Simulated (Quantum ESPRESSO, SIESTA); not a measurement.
Given: the input of a run of Quantum ESPRESSO 7.5 on Ti3Se. Atoms were shifted at random by some hundredths of an Å from the given cell, which wasn't relaxed again for these runs. The cell comes from a database or a generator and needn't be the stable form of this composition.

Contents of pw.in:

```
&CONTROL
  calculation = 'scf'
  prefix = 'pwscf'
  outdir = './tmp'
  pseudo_dir = './pseudo'
  tprnfor = .true.
  tstress = .true.
  disk_io = 'nowf'
/
&SYSTEM
  ibrav = 0
  nat = 4
  ntyp = 2
  ecutwfc = 55
  ecutrho = 440
  nbnd = 30
  occupations = 'smearing'
  smearing = 'fd'
  degauss = 0.00367493
/
&ELECTRONS
  conv_thr = 8d-10
  electron_maxstep = 120
  mixing_beta = 0.5
/
ATOMIC_SPECIES
Se    78.9710 Se_pbe_v1.uspp.F.UPF
Ti    47.8670 ti_pbe_v1.4.uspp.F.UPF
CELL_PARAMETERS angstrom
   3.1974455988    0.0000000000    0.0000000000
  -1.5987227994    2.7690691158    0.0000000000
   0.0000000000    0.0000000000    7.9427450000
ATOMIC_POSITIONS crystal
Se    -0.0011540000    0.0064750000    0.0036350000
Ti     0.6486990000    0.3355620000    0.4964740000
Ti     0.3398740000    0.6827770000    0.7784920000
Ti     0.3302270000    0.6752620000    0.2237280000
K_POINTS automatic
10 10 4 0 0 0
```

Potentials or basis: SSSP 1.3 efficiency PBE.

Launch:

```bash
$ OMP_NUM_THREADS=1 mpirun -n 2 pw.x -nk 2 -in pw.in > pw.out
```

**Question.** Set up the same calculation for SIESTA 5.4.2. Potentials or basis there: files PseudoDojo sr-pbe-0.4.1-standard, DZP (energy shift 0.003 Ry; two zetas on semicore shells).

**Answer.** As run (cutoffs and basis follow the program's own potentials, and thresholds, step limits or extra output files can differ):

Contents of Ti3Se.fdf:

```
SystemName                      Ti3Se
SystemLabel                     Ti3Se
NumberOfSpecies                 2
NumberOfAtoms                   4
%block ChemicalSpeciesLabel
  1  34 Se
  2  22 Ti
%endblock ChemicalSpeciesLabel

LatticeConstant                 1.0 Ang
%block LatticeVectors
     3.1974455988     0.0000000000     0.0000000000
    -1.5987227994     2.7690691158     0.0000000000
     0.0000000000     0.0000000000     7.9427450000
%endblock LatticeVectors
AtomicCoordinatesFormat         Fractional
%block AtomicCoordinatesAndAtomicSpecies
    -0.0011540000     0.0064750000     0.0036350000  1  Se
     0.6486990000     0.3355620000     0.4964740000  2  Ti
     0.3398740000     0.6827770000     0.7784920000  2  Ti
     0.3302270000     0.6752620000     0.2237280000  2  Ti
%endblock AtomicCoordinatesAndAtomicSpecies

%block kgrid.MonkhorstPack
   10   0   0  0.0
    0  10   0  0.0
    0   0   4  0.0
%endblock kgrid.MonkhorstPack
XC.Functional                   GGA
XC.Authors                      PBE
PAO.BasisSize                   DZP
PAO.EnergyShift                 0.003 Ry
Mesh.Cutoff                     800 Ry
OccupationFunction              FD
ElectronicTemperature           0.05 eV
MaxSCFIterations                120
SCF.MustConverge                false
SCF.Mixer.Method                Pulay
SCF.Mixer.Weight                0.25
SCF.Mixer.History               8
SCF.DM.Tolerance                5.0e-05
SCF.H.Tolerance                 1.0e-03 eV
WriteForces                     true
Charge.Mulliken                 end
%block PAO.Basis
  Se 4
  n=4 0 2
    5.139 0.000
  n=4 1 2
    6.735 0.000
  n=3 2 2
    2.657 0.000
  n=4 2 1
    6.735
  Ti 5
  n=3 0 2
    3.144 0.000
  n=4 0 2
    8.756 0.000
  n=3 1 2
    3.568 0.000
  n=4 1 1
    8.756
  n=3 2 2
    6.267 0.000
%endblock PAO.Basis
```

Potentials or basis: PseudoDojo 0.4 standard (PBE files), converted to PSML, two zetas on semicore shells, DZP (energy shift 0.003 Ry; two zetas on semicore shells).

Run with:

```bash
$ siesta < Ti3Se.fdf > Ti3Se.out 2>&1
```

Both were run:

|  | Quantum ESPRESSO | SIESTA |
| --- | --- | --- |
| Pressure | 0.7 GPa | 2.5 GPa |
| Energy over the undisturbed cell | 7.8 meV/atom | 14.5 meV/atom |

The potentials hold 42 and 52 valence electrons a cell.

The two runs disagree by more than potentials and bases usually give (in gap, levels, pressure or energy); the cause wasn't traced.

Pressure is positive in compression.
